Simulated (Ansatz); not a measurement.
HgS:
```xyz
6
Lattice="3.3455 1.9316 0.0000 -3.3455 1.9316 0.0000 -0.0012 0.0000 9.4887" Properties=species:S:1:pos:R:3 pbc="T T T"
Hg     0.0000     1.3613     0.0000
Hg    -1.1787     3.1828     3.1628
Hg     1.1775     3.1828     6.3259
S     -0.0006     1.0890     4.7444
S      2.3999     1.3873     7.9073
S     -2.4011     1.3873     1.5814
```

Relaxed with PBEsol.

### Question
Map the valence electron density (e/Å³), cut off at 0.8 on the plane through (0.648, 1.000, 0.333) spanned by u = [1, 0, 0] and v = [0, 0, 1] in lattice vectors, from plane-wave PAW PBEsol (Ansatz code).

### Answer
x is the fraction of u, y of v (the angle between them is 90°; rows are the nearest grid lines); atoms in the plane: Hg at (0.00, 0.00), S at (0.07, 0.50).
```
y \ x   0.000  0.105  0.158  0.263  0.368  0.474  0.526  0.632  0.737  0.842  0.895   1.00
------  -----  -----  -----  -----  -----  -----  -----  -----  -----  -----  -----  -----
1.00    0.800  0.800  0.800  0.692  0.163  0.093  0.093  0.163  0.692  0.800  0.800  0.800
0.925   0.800  0.800  0.800  0.338  0.220  0.211  0.208  0.208  0.331  0.800  0.800  0.800
0.850   0.137  0.138  0.147  0.228  0.411  0.555  0.544  0.375  0.204  0.138  0.133  0.137
0.775   0.034  0.045  0.065  0.153  0.323  0.470  0.470  0.323  0.155  0.065  0.046  0.034
0.700   0.043  0.050  0.060  0.109  0.212  0.334  0.355  0.267  0.141  0.068  0.052  0.043
0.625   0.248  0.272  0.253  0.202  0.200  0.249  0.260  0.206  0.144  0.146  0.174  0.248
0.550   0.800  0.800  0.800  0.714  0.270  0.123  0.100  0.096  0.179  0.508  0.800  0.800
0.450   0.800  0.800  0.800  0.714  0.270  0.123  0.100  0.096  0.179  0.507  0.800  0.800
0.375   0.248  0.272  0.252  0.202  0.200  0.250  0.260  0.206  0.144  0.147  0.174  0.248
0.300   0.043  0.050  0.060  0.109  0.213  0.335  0.355  0.267  0.141  0.068  0.052  0.043
0.225   0.034  0.045  0.065  0.153  0.324  0.471  0.470  0.323  0.155  0.066  0.046  0.034
0.150   0.138  0.138  0.147  0.229  0.412  0.556  0.545  0.375  0.204  0.137  0.133  0.138
0.0750  0.800  0.800  0.800  0.339  0.221  0.211  0.208  0.208  0.331  0.800  0.800  0.800
0.000   0.800  0.800  0.800  0.692  0.163  0.093  0.093  0.163  0.692  0.800  0.800  0.800
```

The density is the valence pseudo-density with augmentation charge, so density and ELF within about 1 Å of a nucleus are not all-electron values.

Space group P3_121. The first step of the workflow began from a Materials Project structure, measured or hypothetical; the Crystallography Open Database files this formula in space group No. 152, but the cells were not matched. Its standing as an ambient phase is unchecked. The PBEsol relaxation kept the symmetry of its start; its stability against distortions is not shown here. Scalar-relativistic: spin–orbit coupling is off unless named, which matters more the heavier the elements.

Potentials: the later of the program's two PAW sets.
